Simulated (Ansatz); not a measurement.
**Cr (P63/mmc): field of 300 T on the spins**

The calculation used DFT, LDA, PAW with Ansatz's default frozen-core files, scalar-relativistic (Ansatz 0.2.0).

Command: `ansatz run input.yaml --threads 1 --pin off --max-ram 3072MiB --backend cpu --events-out ev --progress --plain --runs-dir out`

```yaml
crystal:
  lattice:
    - [2.714, 0.0, 0.0]
    - [-1.357, 2.3503929459, 0.0]
    - [0.0, 0.0, 4.41]
  atoms:
    - { symbol: Cr, position: [0.3333333333, 0.6666666667, 0.25], spin: 0.5 }
    - { symbol: Cr, position: [0.6666666667, 0.3333333333, 0.75], spin: 0.5 }
magnetization:
  spin_polarized: true
  magnetic_field: 300
kpoints:
  mp_grid: { grid: [12, 12, 7] }
scf:
  occupations: { method: fermi_dirac, width: 0.03 }
  convergence: { dr2_threshold: 1.0e-10 }
  lower_state_search: "off"
hamiltonian:
  xc: lda
  pseudopotentials: { kind: paw }
output:
  forces: true
  stress: true
  eigenvalues: true
```

Log:

```
Engine: ansatz 0.2.0
Pseudopotentials: kind: paw
Pseudopotential: Cr, paw, valence charge 14, recommended cutoff 420 eV (normal), Cr.paw.azcp
Functional definition: SPW92
  exchange = slater_x
  correlation = pw_c
Crystal: 2 atoms, lattice volume = 28.131 Å³
Basis set: ecut = 420 eV, 549 PW (Γ)
Bands: 19, of which v1, the nominal top of the filled ones, is band 14 counted from 1 (13 counted from 0)
Symmetry: 24 space group operations
Space group: P63/mmc (ITA 194), of the structure as read, at distance tolerance 3.0e-5 Å
Magnetic group: BNS 194.263 (UNI 1493), of the structure as read, at distance tolerance 3.0e-5 Å
k-points: 76 of 1008
Non-local potential: Cr, projectors of the file, l = 0: 3, l = 1: 2, l = 2: 3, l = 3: 1
PAW form: soft (Blöchl's): semilocal exchange-correlation on the pseudo side does not see the compensation charge
PAW frozen core: Cr, regenerated for the run's functional, and the local potential with it (the file was generated under x = pbe(κ = 0.804, μ = 0.2195149727645171), c = pbe(β = 0.06672455060314922))
PAW one-centre angular grid: Cr, 590 points (default); XC on 64 Gauss nodes
Initial density: superposition of atomic densities (chi_scale 0.1, normalization cell)
Starting moments: Σ|m| = 1 μB on 2 of 2 sites
Magnetic field: 300 T along the axis of the moments, on the spin alone (17.3651 meV per μB along it)
Initial wavefunctions: pseudopotential atomic-orbital guess
Functional: x = slater, c = lda
SCF iter   1: F=—  HF=-6648.278449 eV  |F-HF|=—  |Δ(HF+E_count)|=         —  Δρ=1.44e-1 (↑1.44e-1 ↓1.05e-1)  dr2=1.53e1  dr2_m=1.16e-1  M=0.659 μB ∫|m|=0.659 μB  β_m=0.30  ethr=3.10e-3  ⟨swp⟩=3.2  Hψ=10353  notcnv=0
preconditioner: auto → none  [metal: Δε(μ)=0.008 eV  Ē_g=4.243 eV  σ=0.030 eV  W_gap=0.07  n_scr=8 (ndim 8)  ℏωp=24.3 eV  f_vac=0.000  D(μ)=3.51/eV (n_scr^D=42)  sad-step TF]
SCF iter   2: F=—  HF=-6645.196314 eV  |F-HF|=—  |Δ(HF+E_count)|=    3.08e0  Δρ=5.95e-2 (↑5.95e-2 ↓4.91e-2)  dr2=3.23e0  dr2_m=1.17e-2  M=0.861 μB ∫|m|=0.861 μB  β_m=0.30  ethr=3.10e-3  ⟨swp⟩=2.1  Hψ=6689  notcnv=0  defer=10
SCF iter   3: F=—  HF=-6644.414989 eV  |F-HF|=—  |Δ(HF+E_count)|=   7.81e-1  Δρ=1.57e-2 (↑1.48e-2 ↓1.57e-2)  dr2=9.51e-2  dr2_m=3.40e-3  M=1.017 μB ∫|m|=1.017 μB  β_m=1.00  ethr=3.10e-3  ⟨swp⟩=2.7  Hψ=6052  notcnv=0  defer=9
SCF iter   4: F=—  HF=-6644.337817 eV  |F-HF|=—  |Δ(HF+E_count)|=   7.72e-2  Δρ=6.45e-3 (↑3.75e-3 ↓6.45e-3)  dr2=2.00e-2  dr2_m=8.82e-4  M=1.079 μB ∫|m|=1.079 μB  β_m=1.00  ethr=3.40e-4  ⟨swp⟩=2.5  Hψ=6544  notcnv=0  defer=8
SCF iter   5: F=—  HF=-6644.331769 eV  |F-HF|=—  |Δ(HF+E_count)|=   6.05e-3  Δρ=3.41e-3 (↑3.41e-3 ↓1.12e-3)  dr2=1.60e-3  dr2_m=1.15e-3  M=1.127 μB ∫|m|=1.127 μB  β_m=0.30  ethr=7.14e-5  ⟨swp⟩=2.1  Hψ=5304  notcnv=0  defer=8
Mixer restart at iter 5: flushing history
spin-set hold released at iteration 5 (site moments contracting): the magnetisation degrees of freedom join the quasi-Newton model from the next iteration; the mixer history was flushed
SCF iter   6: F=—  HF=-6644.336376 eV  |F-HF|=—  |Δ(HF+E_count)|=   4.61e-3  Δρ=3.06e-3 (↑3.06e-3 ↓1.64e-3)  dr2=5.40e-4  dr2_m=1.37e-3  M=1.146 μB ∫|m|=1.146 μB  β_m=0.64  ethr=5.70e-6  ⟨swp⟩=2.0  Hψ=3870  notcnv=0  defer=8
SCF iter   7: F=—  HF=-6644.342701 eV  |F-HF|=—  |Δ(HF+E_count)|=   6.33e-3  Δρ=3.92e-3 (↑3.92e-3 ↓1.63e-3)  dr2=1.42e-3  dr2_m=1.89e-3  M=1.241 μB ∫|m|=1.241 μB  β_m=0.82  ethr=1.93e-6  ⟨swp⟩=2.0  Hψ=5761  notcnv=0  defer=8
SCF iter   8: F=—  HF=-6644.344391 eV  |F-HF|=—  |Δ(HF+E_count)|=   1.69e-3  Δρ=3.89e-3 (↑1.31e-3 ↓3.89e-3)  dr2=5.18e-3  dr2_m=6.27e-4  M=1.304 μB ∫|m|=1.304 μB  β_m=0.84  ethr=1.93e-6  ⟨swp⟩=2.3  Hψ=5852  notcnv=0  defer=8
SCF iter   9: F=—  HF=-6644.344190 eV  |F-HF|=—  |Δ(HF+E_count)|=   2.01e-4  Δρ=2.06e-3 (↑9.64e-4 ↓2.06e-3)  dr2=3.21e-4  dr2_m=5.63e-4  M=1.405 μB ∫|m|=1.405 μB  β_m=0.23  ethr=1.93e-6  ⟨swp⟩=2.5  Hψ=5577  notcnv=0  defer=8
SCF iter  10: F=—  HF=-6644.344401 eV  |F-HF|=—  |Δ(HF+E_count)|=   2.12e-4  Δρ=1.46e-3 (↑1.10e-3 ↓1.46e-3)  dr2=3.40e-5  dr2_m=4.19e-4  M=1.452 μB ∫|m|=1.452 μB  β_m=0.53  ethr=1.15e-6  ⟨swp⟩=2.2  Hψ=4293  notcnv=0  defer=8
SCF iter  11: F=—  HF=-6644.345243 eV  |F-HF|=—  |Δ(HF+E_count)|=   8.41e-4  Δρ=6.10e-4 (↑6.00e-4 ↓6.10e-4)  dr2=7.72e-6  dr2_m=9.06e-5  M=1.612 μB ∫|m|=1.612 μB  β_m=0.80  ethr=1.22e-7  ⟨swp⟩=2.4  Hψ=5124  notcnv=0  defer=8
SCF iter  12: F=—  HF=-6644.345421 eV  |F-HF|=—  |Δ(HF+E_count)|=   1.78e-4  Δρ=2.07e-4 (↑2.07e-4 ↓1.30e-4)  dr2=3.20e-6  dr2_m=6.55e-6  M=1.712 μB ∫|m|=1.712 μB  β_m=0.90  ethr=2.76e-8  ⟨swp⟩=2.6  Hψ=5424  notcnv=0  defer=8
SCF iter  13: F=—  HF=-6644.345418 eV  |F-HF|=—  |Δ(HF+E_count)|=   3.02e-6  Δρ=1.07e-4 (↑6.90e-5 ↓1.07e-4)  dr2=1.28e-6  dr2_m=1.60e-6  M=1.695 μB ∫|m|=1.695 μB  β_m=0.94  ethr=1.14e-8  ⟨swp⟩=2.0  Hψ=4536  notcnv=0  defer=8
SCF iter  14: F=—  HF=-6644.345421 eV  |F-HF|=—  |Δ(HF+E_count)|=   2.63e-6  Δρ=5.39e-5 (↑5.39e-5 ↓1.43e-5)  dr2=4.50e-7  dr2_m=2.05e-7  M=1.705 μB ∫|m|=1.705 μB  β_m=0.89  ethr=4.57e-9  ⟨swp⟩=2.5  Hψ=5044  notcnv=0  defer=8
SCF iter  15: F=—  HF=-6644.345421 eV  |F-HF|=—  |Δ(HF+E_count)|=   1.43e-7  Δρ=3.52e-5 (↑3.52e-5 ↓2.67e-5)  dr2=2.20e-7  dr2_m=1.72e-7  M=1.707 μB ∫|m|=1.707 μB  β_m=0.88  ethr=1.61e-9  ⟨swp⟩=2.2  Hψ=3875  notcnv=0  defer=8
SCF iter  16: F=—  HF=-6644.345421 eV  |F-HF|=—  |Δ(HF+E_count)|=   1.27e-7  Δρ=1.97e-5 (↑1.97e-5 ↓1.56e-5)  dr2=2.16e-8  dr2_m=7.33e-8  M=1.706 μB ∫|m|=1.706 μB  β_m=0.94  ethr=7.87e-10  ⟨swp⟩=2.1  Hψ=3858  notcnv=0  defer=8
SCF iter  17: F=—  HF=-6644.345421 eV  |F-HF|=—  |Δ(HF+E_count)|=   1.03e-7  Δρ=2.00e-6 (↑2.00e-6 ↓1.64e-6)  dr2=2.90e-10  dr2_m=7.64e-10  M=1.704 μB ∫|m|=1.704 μB  β_m=0.97  ethr=7.73e-11  ⟨swp⟩=2.0  Hψ=4429  notcnv=0  defer=8
SCF iter  18: F=-6644.345421 eV  HF=-6644.345421 eV  |F-HF|=6.37e-12  |Δ(HF+E_count)|=   1.20e-9  Δρ=2.48e-7 (↑2.48e-7 ↓2.25e-7)  dr2=1.99e-12  dr2_m=1.35e-11  M=1.704 μB ∫|m|=1.704 μB  ethr=1.00e-12  ⟨swp⟩=3.9  Hψ=8453  notcnv=0
SCF 1 converged in 18 iterations: F = -6644.345421 eV  dr2 = 1.99e-12
  greatest PAW one-centre occupation: 1.000 electrons in one spin orbital (limit 2), on the Cr atom at site 1 (counted from 0), in its partial waves of l = 0
SCF converged after 18 iterations
Magnetization: 1.7040 μB (14.8520 up, 13.1480 down)
Absolute magnetization: 1.7040 μB (∫|ρ↑−ρ↓|, with the PAW one-centre terms)
Spin contamination: 0.0024 ħ² per cell (⟨S²⟩ above its minimum at these occupations)
Per-site moments (μB) at R_I (Å): [(0.7745158463839176, 1.1158327308725133), (0.7745158463839178, 1.1158327308725133)]
Free energy (F): -6644.345421 eV
Harris-Foulkes:  -6644.345421 eV  (|F-HF|=6.37e-12)
Internal energy: -6644.332094 eV  (E = F + TS)
E sigma→0 (E₀):  -6644.338758 eV
Entropy (-TS):   -0.013327 eV (-6.663 meV/atom)
Fermi energy:    14.891016 eV
--- Per-component energies (eV) ---
  E_band       = -396.050313
  E_kinetic    = 679.000677
  E_local      = -2705.785602  (includes V_loc(G=0)·N_el)
  E_nonlocal   = 166.124464
  E_hartree    = 1147.204277
  E_xc         = -274.139227
  E_vxc        = -351.530039  (∫ρ·V_xc dr)
  E_paw        = -2280.616105  (= ΣΔE_a)
  E_vpaw       = -478.239499  (= ΣTr[D̂ρ^β])
  E_aug_tail   = 0.000727  (compensation charges beyond the density's cutoff)
  E_zeeman     = -0.029590  (= −μ_B·B·M)
  E_ewald      = -3376.821965
  E_core_change = 0.730249  (= ΣΔE_core)
  E_smearing   = -0.013327  (= −TS)
  E_closure    = 0.000000  (closes the sum)
  Σ components = -6644.345421   (vs F -6644.345421, Δ=0.00e0)
--- Forces (eV/Å), atoms counted from 1 ---
  atom   1  Cr     0.00000000    -0.00000000     0.00000000
  atom   2  Cr     0.00000000     0.00000000     0.00000000
  max |Σ_I F_I| component: 1.85e-17 eV/Å
--- Stress (GPa, compression-positive) ---
      -38.612309       0.000000       0.000000
        0.000000     -38.612309       0.000000
        0.000000       0.000000     -34.118996
  P = ⅓ Tr σ = -37.1145 GPa (-371.145 kbar)
--- Band table (eV; the first three rows and the last of 152) ---
  k-point 0 ↑: bands = ["-56.3398", "-56.2478", "-28.1712", "-27.8045", "-27.8045", "-27.7362", "-27.7362", "-27.6693", "7.7618", "11.3096", "14.2394", "14.2394", "14.2678", "14.6101", "14.6101", "15.0677", "15.0677", "15.3302", "16.3199"]
  k-point 1 ↑: bands = ["-56.3353", "-56.2524", "-28.1469", "-27.8012", "-27.8012", "-27.7396", "-27.7396", "-27.6948", "7.9419", "11.2375", "14.1885", "14.1885", "14.2013", "14.5471", "14.5471", "14.8730", "15.2034", "15.2034", "16.3095"]
  k-point 2 ↑: bands = ["-56.3226", "-56.2652", "-28.0786", "-27.7917", "-27.7917", "-27.7658", "-27.7491", "-27.7491", "8.4630", "10.9055", "14.0280", "14.1205", "14.1264", "14.1264", "14.3979", "14.3979", "15.5020", "15.5020", "16.2477"]
  k-point 75 ↓: bands = ["-55.4284", "-55.4284", "-27.3288", "-27.3288", "-27.2487", "-27.2144", "-27.0191", "-27.0191", "13.2782", "13.3521", "13.3521", "13.3875", "14.2370", "14.2370", "15.6376", "15.9090", "17.1120", "17.1120", "21.7035"]
```

Site moments (μB): Cr1 0.77, Cr2 0.77. Cell moment 1.70 μB.

The magnetic group in the log treats spin as a scalar label, without spin–orbit coupling.

The PAW files were made with PBE; the program remakes their cores once for the run's functional and then keeps them frozen. This cell lies far from its zero-pressure volume, so the numbers describe the cell as given rather than the relaxed compound. The Ansatz runs typed with the search for lower states off end where their start leads. These are results for the start and cell typed. The real compound can order otherwise, in a larger cell, or not at all, since semilocal functionals at zero temperature often overstate magnetism.

It took 5.6 s on 1 thread of Arm Neoverse V2, on a shared host, peak memory 0.31 GiB.
